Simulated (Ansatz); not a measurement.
Values for one crystal, relaxed and computed with plane-wave PAW PBE (Ansatz code); other levels are named.

```yaml
volume_per_atom: 12.41 Å³
electronic_character: metallic (no gap)
Density of states at the Fermi level: 0.97 states/eV per atom (mean over ±0.08 eV)
Formation energy from the elements (no fitted shifts): -0.27 eV/atom
```

**Question.** Pick the material that matches.
A. TiAl, L1₀ or tetragonal B2
B. Al2Au, MoSi2 or CaC2 type
C. AlCo, Cmcm (Al on 4c, Co on 4c)
D. AlPd, Cmcm (Al on 4c, Pd on 4c)

**Answer.** C, AlCo, Cmcm (Al on 4c, Co on 4c)

The start of the workflow was typed in or built on a structure type; neither database checked (COD, Materials Project) lists it. Its standing as an ambient phase is unchecked. The PBE relaxation kept the symmetry of its start; its stability against distortions is not shown here. Magnetic state: ferromagnetic, the only order run, not a proven ground state. The references are the lowest solids computed at this level, not always the standard phases.

Potentials: the earlier of the program's two PAW sets.
